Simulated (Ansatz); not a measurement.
Here is the system:

CdS:
```
CdS
1.0
    4.19676     0.00000     0.00000
   -2.09838     3.63450     0.00000
    0.00000     0.00000     6.82931
Cd S
2 2
Cartesian
  2.09838   1.21150   3.41617
  0.00000   2.42300   0.00151
  2.09838   1.21150   5.98780
  0.00000   2.42300   2.57314
```

This is the PBE-relaxed structure.

Question: All from plane-wave PAW PBE (Ansatz code), unless another level is named. Predict the formation energy from the elements (no fitted shifts).

Answer: -0.66 eV/atom.

Question: And the band gap?

Answer: 1.11 eV (direct).

Question: What about the valence-band maximum?

Answer: at Γ.

Space group P6_3mc (wurtzite). The PBE relaxation kept the symmetry of its start. The references are the lowest solids computed at this level, not always the standard phases. Spin–orbit coupling is left out wherever it is not named.

Potentials: the earlier of the program's two PAW sets.
